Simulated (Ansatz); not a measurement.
A geometry of Au away from equilibrium: the start of the relaxation of a generated cell, Au placed in the AFLOW prototype A_tP4_129_ac (A_d). Method: r2SCAN (plane waves to 500 eV, PAW, scalar-relativistic; Ansatz, a quantum-chemistry and plane-wave program). Γ-centred k-mesh 7×7×10 on the run's cell (coarser than for final values), Fermi–Dirac smearing 0.05 eV.

```xyz
4
Lattice="4.6131 0.0000 0.0000 0.0000 4.6131 0.0000 0.0000 0.0000 3.1916" Properties=species:S:1:pos:R:3 pbc="T T T"
Au     0.0000     0.0000     0.0000
Au     2.3065     2.3065     0.0000
Au     2.3065     0.0000     1.1968
Au     0.0000     2.3065     1.9947
```

**Question.** Which atoms carry the largest force, and which way does it point?

**Answer.** 2.39 eV/Å, on Au3, Au4 (atoms numbered as listed); on Au3 its components are (0.00, 0.00, 2.39).

**Question.** What is the pressure?

**Answer.** +17.2 GPa, compression positive.

**Question.** How much energy per atom can still be gained by relaxing?

**Answer.** 0.26 eV/atom; the path ends in I4/mmm (No. 139) (AFLOW prototype A_tI2_139_a (A_a)).

No spin polarisation in the result.

The run could not lose the symmetry of its start; a randomly shaken copy of 2 atoms returns to this structure.

The end of the path is a generated cell of Au: the first start was made by placing the elements on the sites of a structure type, and the end was not matched to a known phase here, so it may be hypothetical. Known forms of Au include space group No. 225.
